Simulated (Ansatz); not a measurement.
A scan (energy against volume; even scaling of the relaxed cell, symmetry kept) gave these values. Computed with r2SCAN (plane waves to 500 eV, PAW, scalar-relativistic; Ansatz, an electronic-structure program).

| Item | Result |
|---|---|
| Bulk modulus B₀ (third-order Birch-Murnaghan fit) | 36.2 GPa |
| Pressure derivative B₀′ (fit) | 3.3 |
| Equilibrium volume of the fit | 8.03 Å³/atom |

Task: Of these crystals, all scanned alike, which one is it?
A) W (bcc, W type)
B) Nb₃Sn (A15, Cr3Si type)
C) LiH (rock salt)
D) ZnSe (zinc blende)

Result: C, LiH (rock salt). The others have, for the bulk modulus: ZnSe 65.3 GPa, Nb3Sn 169 GPa, W 319 GPa

All were relaxed with their symmetry unable to fall. Nb3Sn is run without spin polarisation. Spin-orbit coupling is left out. W is run without spin polarisation.

(A scan under strain: stresses follow from slopes of the energy per volume, elastic moduli from its curvatures.)
